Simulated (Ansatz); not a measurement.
The end of the path is a generated cell of SrTlF3: the first start was made by placing the elements on the sites of a structure type, and the end was not matched to a known phase here, so it may be hypothetical.

A geometry of SrTlF3 away from equilibrium: the start of the relaxation of a generated cell, SrTlF3 placed in the GdFeO3 structure type. Computed with r2SCAN (plane waves to 500 eV, PAW, scalar-relativistic; Ansatz, a program for electronic structure). Γ-centred k-mesh 3×2×3 on the run's cell (coarser than for final values), Fermi–Dirac smearing 0.05 eV.

```xyz
20
Lattice="6.4715 0.0000 0.0000 0.0000 9.1313 0.0000 0.0000 0.0000 6.4499" Properties=species:S:1:pos:R:3 pbc="T T T"
Tl     3.1561     2.2828     6.3957
Tl     6.3919     2.2828     3.2791
Tl     3.3153     6.8484     0.0542
Tl     0.0796     6.8484     3.1708
Sr     0.0000     0.0000     0.0000
Sr     3.2357     4.5656     3.2249
Sr     0.0000     4.5656     0.0000
Sr     3.2357     0.0000     3.2249
F      0.2026     2.2828     0.3780
F      3.4383     2.2828     2.8470
F      6.2689     6.8484     6.0719
F      3.0332     6.8484     3.6029
F      1.8638     4.9035     1.3738
F      5.0995     8.7934     1.8511
F      4.6077     0.3379     5.0761
F      1.3720     4.2278     4.5988
F      4.6077     4.2278     5.0761
F      1.3720     0.3379     4.5988
F      1.8638     8.7934     1.3738
F      5.0995     4.9035     1.8511
```

Problem. Which atoms carry the largest force, and which way does it point?

Solution. 0.29 eV/Å, on F9, F10, F11, F12, F13, F14, F15, F16 and others (atoms numbered as listed); on F12 its components are (-0.05, 0.00, 0.28).

Problem. What is the pressure?

Solution. +3.5 GPa, compression positive.

Problem. How much energy per atom can still be gained by relaxing?

Solution. 0.03 eV/atom; the path ends in Pnma (No. 62) (AFLOW prototype AB3C_oP20_62_c_cd_a (as in CaTiO3)).

No spin polarisation in the result.

The run could not lose the symmetry of its start, so the end can be a saddle point.
